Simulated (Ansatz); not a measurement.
A relaxed structure of TiAl. Space group P4/mmm (No. 123), AFLOW prototype AB_tP2_123_a_d (L1_0, as in CuAu). Level of theory: PBEsol (plane waves to 420 eV, PAW, scalar-relativistic; Ansatz, a quantum-chemistry and plane-wave program).

```cif
data_AlTi
_chemical_formula_sum 'Al1 Ti1'
_space_group_name_H-M_alt 'P 1'
_space_group_IT_number 1
_cell_length_a 2.79727
_cell_length_b 2.79727
_cell_length_c 4.03232
_cell_angle_alpha 90.000
_cell_angle_beta 90.000
_cell_angle_gamma 90.000
loop_
_space_group_symop_operation_xyz
  'x, y, z'
loop_
_atom_site_label
_atom_site_type_symbol
_atom_site_fract_x
_atom_site_fract_y
_atom_site_fract_z
_atom_site_occupancy
Al1 Al 0.50000 0.50000 0.50000 1
Ti1 Ti 0.00000 0.00000 0.00000 1
```

| Quantity | Result |
|---|---|
| Volume per atom | 15.78 Å³ |
| Band gap | zero (metallic) |
| Shortest distances | Al–Al 2.80 Å; Ti–Ti 2.80 Å; Al–Ti 2.82 Å |
| k-mesh | 17×17×12 |

Band energies at high-symmetry points (eV from the Fermi level; labels of this space group; no spin-orbit coupling), from −5 eV up to 3.7 eV:

```
point                                energies
-----  --------------------------------------
Γ            -1.93 -0.87 -0.31 2.24 2.24 3.41
X           -4.60 -4.55 -1.75 -0.26 1.77 2.62
M         -3.27 -0.45 -0.43 -0.43 -0.23 -0.23
Z                   -0.70 0.65 1.87 1.87 3.42
R      -4.97 -2.96 -1.21 -1.11 1.41 1.82 2.38
A            -2.62 -2.32 -2.32 1.94 2.21 2.71
```

No spin polarisation in the result.

The run could not lose the symmetry of its start.

The first start was generated by placing the elements on the sites of a structure type. A measured structure of TiAl has the same space group, P4/mmm (No. 123); the sites were not compared with it.
